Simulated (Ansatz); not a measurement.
Values for one crystal, relaxed and computed with LDA in the plane-wave PAW code Ansatz; other levels are named.

```yaml
volume_per_atom: 11.56 Å³
electronic_character: metallic (no gap)
Bulk modulus (Birch–Murnaghan fit): 265 GPa
Formation energy from the elements (no fitted shifts): -0.41 eV/atom
Density of states at the Fermi level: 0.37 states/eV per atom (mean over ±0.08 eV)
Pressure derivative B′: 4.5
```

Task: Which compound is it?
A) TaNi3, I4/mmm (Ta on 2a, Ni on 2b, Ni on 4d)
B) AlNi3, Fm-3m (Al on 4b, Ni on 8c, Ni on 4a)
C) NbGa3, I4/mmm (Nb on 2a, Ga on 2b, Ga on 4d)
D) BeNi, CsCl type

Result: A, TaNi3, I4/mmm (Ta on 2a, Ni on 2b, Ni on 4d)

The first step of the workflow began from a Materials Project structure, measured or hypothetical; the Crystallography Open Database files this formula in space group No. 139, but the cells were not matched. Its standing as an ambient phase is unchecked. The cell was relaxed with LDA under the symmetry of its start; whether a distortion lowers the energy is not shown. The run is not spin-polarised. The program gave a warning on the electronic state, which may not be the lowest. The references are the lowest solids computed at this level, not always the standard phases. Spin–orbit coupling is left out wherever it is not named.

Potentials: the later of the program's two PAW sets.
